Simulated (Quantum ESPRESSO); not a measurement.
# Sn4TaMo2Cu: input and log of a self-consistent run

A calculation, not a measurement. The program is pw.x of Quantum ESPRESSO 7.5 (plane-wave density functional theory). The cell is made up: eight metal atoms on a face-centred cubic lattice, with elements, volume, strain and displacements drawn at random and not relaxed, so it may be unstable or far from any real phase. PseudoDojo standard norm-conserving files set the functional (PBE unless stated); there is no spin polarisation or spin-orbit coupling, the Fermi-Dirac width of 0.25 eV means electrons at about 2900 K, and the masses in the input are unused placeholders. The copper pseudopotential is less sure than most, with forces differing by about three percent and pressure by about two GPa from a second method on plain copper. The tin pseudopotential is less sure than most, with forces differing by about three percent from a second method on plain tin. Heavy elements are run without spin-orbit coupling, which real alloys of them have. A spin test at this wide smearing found no moment, but such smearing suppresses magnetism that the real alloy may have.

Input:

```
&control calculation='scf', pseudo_dir='./dojo.nc.sr.pbe.v0_5.standard.upf', outdir='./o', disk_io='minimal', tprnfor=.true., tstress=.true. /
&system ibrav=0, nat=8, ntyp=4, nbnd=70, ecutwfc=92.02030273, nosym=.true., tot_charge=0,
 occupations='smearing', smearing='fd', degauss=0.0183746611
/
&electrons conv_thr=1.470e-08, electron_maxstep=70, mixing_beta=0.5 /
ATOMIC_SPECIES
Cu 1.0 Cu.upf
Mo 1.0 Mo.upf
Sn 1.0 Sn.upf
Ta 1.0 Ta.upf
CELL_PARAMETERS angstrom
2.0564 4.238 2.0824
-0.0012 4.189 -4.0656
-4.2227 4.2587 0.0685
ATOMIC_POSITIONS angstrom
Sn 0.0963 0.1014 0.0633
Sn -2.1276 2.1415 -0.1208
Ta 0.0716 1.9459 -1.966
Sn -2.0788 4.1339 -1.9795
Mo -0.077 4.3102 0.0552
Mo -2.2314 6.3574 0.0772
Cu 0.1424 6.2196 -1.9534
Sn -2.0718 8.2278 -1.8836
K_POINTS automatic
5 5 5 1 1 1
```

The log is shortened where brackets say so; the opening notice, blank lines, dates and the lines on written files are dropped, and the path of the files is cut. It prints rydbergs, bohrs and kilobars, and counts compression as positive stress. Its total energy is the free energy E - TS of the whole cell.

```
     Program PWSCF v.7.5
     Parallel version (MPI & OpenMP), running on       4 processor cores
     Number of MPI processes:                 4
     Threads/MPI process:                     1
     [start-up lines left out]
     bravais-lattice index     =            0
     lattice parameter (alat)  =       9.7327  a.u.
     unit-cell volume          =     983.7531 (a.u.)^3
     number of atoms/cell      =            8
     number of atomic types    =            4
     number of electrons       =       116.00
     number of Kohn-Sham states=           70
     kinetic-energy cutoff     =      92.0203  Ry
     charge density cutoff     =     368.0812  Ry
     scf convergence threshold =      1.5E-08
     mixing beta               =       0.5000
     number of iterations used =            8  plain     mixing
     Exchange-correlation= PBE
                           (   1   4   3   4   0   0   0)
     [axes and pseudopotential details left out]
   Cartesian axes
     site n.     atom                  positions (alat units)
         1        Sn     tau(   1) = (   0.0186979   0.0196881   0.0122905  )
         2        Sn     tau(   2) = (  -0.4131004   0.4157993  -0.0234548  )
         3        Ta     tau(   3) = (   0.0139020   0.3778211  -0.3817237  )
         4        Sn     tau(   4) = (  -0.4036253   0.8026489  -0.3843449  )
         5        Mo     tau(   5) = (  -0.0149505   0.8368797   0.0107178  )
         6        Mo     tau(   6) = (  -0.4332545   1.2343695   0.0149894  )
         7        Cu     tau(   7) = (   0.0276488   1.2076139  -0.3792773  )
         8        Sn     tau(   8) = (  -0.4022661   1.5975312  -0.3657247  )
     number of k points=    63  Fermi-Dirac smearing, width (Ry)=  0.0184
                       cart. coord. in units 2pi/alat
        k(    1) = (   0.0007983   0.1217479  -0.0012375), wk =   0.0320000
        k(    2) = (  -0.1825875   0.1808057   0.0596670), wk =   0.0320000
     [further k points left out]
     Dense  grid:   117305 G-vectors     FFT dimensions: (  60,  72,  72)
     Estimated max dynamical RAM per process >     460.99 MB
     Estimated total dynamical RAM >       1.72 GB
     Initial potential from superposition of free atoms
     starting charge     115.9897, renormalised to     116.0000
     Starting wfcs are   76 randomized atomic wfcs
     total cpu time spent up to now is       27.5 secs
     per-process dynamical memory:   363.2 Mb
     Self-consistent Calculation
     iteration #  1     ecut=    92.02 Ry     beta= 0.50
     Davidson diagonalization with overlap
     ethr =  1.00E-02,  avg # of iterations =  3.2
     total cpu time spent up to now is      101.3 secs
     total energy              =   -1418.59163067 Ry
     estimated scf accuracy    <       3.44018729 Ry
     iteration #  2     ecut=    92.02 Ry     beta= 0.50
     Davidson diagonalization with overlap
     ethr =  2.97E-03,  avg # of iterations =  3.0
     total cpu time spent up to now is      180.3 secs
     total energy              =   -1420.26333223 Ry
     estimated scf accuracy    <       8.33013653 Ry
     iteration #  3     ecut=    92.02 Ry     beta= 0.50
     Davidson diagonalization with overlap
     ethr =  2.97E-03,  avg # of iterations =  2.1
     total cpu time spent up to now is      256.5 secs
     total energy              =   -1420.79142594 Ry
     estimated scf accuracy    <       1.30745417 Ry
     iteration #  4     ecut=    92.02 Ry     beta= 0.50
     Davidson diagonalization with overlap
     ethr =  1.13E-03,  avg # of iterations =  1.9
     total cpu time spent up to now is      331.7 secs
     total energy              =   -1420.70645147 Ry
     estimated scf accuracy    <       0.69000410 Ry
     iteration #  5     ecut=    92.02 Ry     beta= 0.50
     Davidson diagonalization with overlap
     ethr =  5.95E-04,  avg # of iterations =  2.0
     total cpu time spent up to now is      404.4 secs
     total energy              =   -1420.71765067 Ry
     estimated scf accuracy    <       0.22073240 Ry
     [iterations 6 to 10 left out]
     iteration # 11     ecut=    92.02 Ry     beta= 0.50
     Davidson diagonalization with overlap
     ethr =  1.18E-07,  avg # of iterations =  3.0
     total cpu time spent up to now is      842.1 secs
     total energy              =   -1420.74632693 Ry
     estimated scf accuracy    <       0.00005775 Ry
     iteration # 12     ecut=    92.02 Ry     beta= 0.50
     Davidson diagonalization with overlap
     ethr =  4.98E-08,  avg # of iterations =  2.0
     total cpu time spent up to now is      905.7 secs
     total energy              =   -1420.74633371 Ry
     estimated scf accuracy    <       0.00000026 Ry
     iteration # 13     ecut=    92.02 Ry     beta= 0.50
     Davidson diagonalization with overlap
     ethr =  2.26E-10,  avg # of iterations =  4.4
     total cpu time spent up to now is      988.5 secs
     total energy              =   -1420.74633382 Ry
     estimated scf accuracy    <       0.00000030 Ry
     iteration # 14     ecut=    92.02 Ry     beta= 0.50
     Davidson diagonalization with overlap
     ethr =  2.26E-10,  avg # of iterations =  2.0
     total cpu time spent up to now is     1056.3 secs
     total energy              =   -1420.74633385 Ry
     estimated scf accuracy    <       0.00000002 Ry
     iteration # 15     ecut=    92.02 Ry     beta= 0.50
     Davidson diagonalization with overlap
     ethr =  1.84E-11,  avg # of iterations =  2.0
     total cpu time spent up to now is     1130.6 secs
     End of self-consistent calculation
     [lines on levels left out]
!    total energy              =   -1420.74633385 Ry
     estimated scf accuracy    <          8.1E-09 Ry
     smearing contrib. (-TS)   =      -0.08520397 Ry
     internal energy E=F+TS    =   -1420.66112987 Ry
     The total energy is F=E-TS. E is the sum of the following terms:
     one-electron contribution =    -453.70680054 Ry
     hartree contribution      =     308.34363840 Ry
     xc contribution           =    -294.51324300 Ry
     ewald contribution        =    -980.78472474 Ry
     convergence has been achieved in  15 iterations
     Forces acting on atoms (cartesian axes, Ry/au):
     atom    1 type  3   force =    -0.06962546   -0.05682487    0.00492813
     atom    2 type  3   force =     0.00906843   -0.03925892    0.03380817
     atom    3 type  4   force =    -0.00684626    0.04030300   -0.05235456
     atom    4 type  3   force =     0.05120071    0.05091022   -0.00480326
     atom    5 type  2   force =     0.01346222   -0.02554924    0.00560152
     atom    6 type  2   force =     0.00567027   -0.01639981    0.01810342
     atom    7 type  1   force =     0.00473811    0.01697264    0.01238459
     atom    8 type  3   force =    -0.00766803    0.02984698   -0.01766800
     Total force =     0.154065     Total SCF correction =     0.000181
     Computing stress (Cartesian axis) and pressure
          total   stress  (Ry/bohr**3)                   (kbar)     P=      104.02
   0.00058266  -0.00004745   0.00014403           85.71       -6.98       21.19
  -0.00004745   0.00060956  -0.00029005           -6.98       89.67      -42.67
   0.00014403  -0.00029005   0.00092902           21.19      -42.67      136.66
     init_run     :     26.25s CPU     27.21s WALL (       1 calls)
     electrons    :   1094.98s CPU   1103.21s WALL (       1 calls)
     forces       :     16.86s CPU     16.98s WALL (       1 calls)
     stress       :     56.27s CPU     56.36s WALL (       1 calls)
     [timing details left out]
     PWSCF        :  19m54.82s CPU  20m 4.28s WALL
     JOB DONE.
```

In other units: free energy -19330.239 eV for the cell, pressure 10.40 GPa, largest force component 1.790 eV/Å in size. The run took 1207 s of wall time with four MPI processes on a shared machine (AMD EPYC, older, virtual cores), so the time is rough. A rerun of this cell at a higher cutoff and on a denser mesh moved values by no more than 0.002 eV in energy, 0.05 GPa in stress and 0.004 eV/Å in force, and a second program with other atomic files agreed on that cell to 2 % rms in force and 0.5 GPa in pressure.